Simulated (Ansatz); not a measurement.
Mo3S4:
```cif
data_Mo18S24
_chemical_formula_sum 'Mo18 S24'
_space_group_name_H-M_alt 'R-3 :H'
_space_group_IT_number 148
_space_group_name_Hall '-R 3'
_cell_length_a 9.05887
_cell_length_b 9.05887
_cell_length_c 10.77640
_cell_angle_alpha 90.000
_cell_angle_beta 90.000
_cell_angle_gamma 120.000
loop_
_atom_site_label
_atom_site_type_symbol
_atom_site_symmetry_multiplicity
_atom_site_Wyckoff_symbol
_atom_site_fract_x
_atom_site_fract_y
_atom_site_fract_z
_atom_site_occupancy
Mo1 Mo 18 f 0.01640 0.17908 0.38931 1
S1 S 6 c 0.00000 0.00000 0.21963 1
S2 S 18 f 0.01499 0.37967 0.24799 1
```
(The calculation used a cell of 14 atoms; values per cell refer to that cell.)

Relaxed at zero pressure with LDA in the plane-wave PAW code Ansatz.

**Question.** The volume is lowered by 6 % and shape and atoms relax at that volume. What pressure results, and how do the axes share the change?

**Answer.** 5.8 GPa; a -2.1 %, b -2.1 %, c -2.0 %; the energy rises by 19 meV/atom.

**Question.** Give the new structure.

**Answer.** 
Space group R-3, hexagonal axes (No. 148); a = b = 8.872 Å, c = 10.561 Å, α = β = 90.00°, γ = 120.00°

| atom | site | symmetry | x | y | z |
|---|---|---|---|---|---|
| Mo | 18f | 1 | 0.0184 | 0.1812 | 0.3881 |
| S | 6c | 3. | 0.0000 | 0.0000 | 0.2132 |
| S | 18f | 1 | 0.0065 | 0.3785 | 0.2468 |

The phase is kept; no other phase was compared at this pressure.

The workflow started from an entry of the Crystallography Open Database (COD). Its standing as an ambient phase is unchecked. Symmetry was held in the LDA relaxation; of distortions, only those at the zone centre were tested. The run is not spin-polarised.

Potentials: the later of the program's two PAW sets.
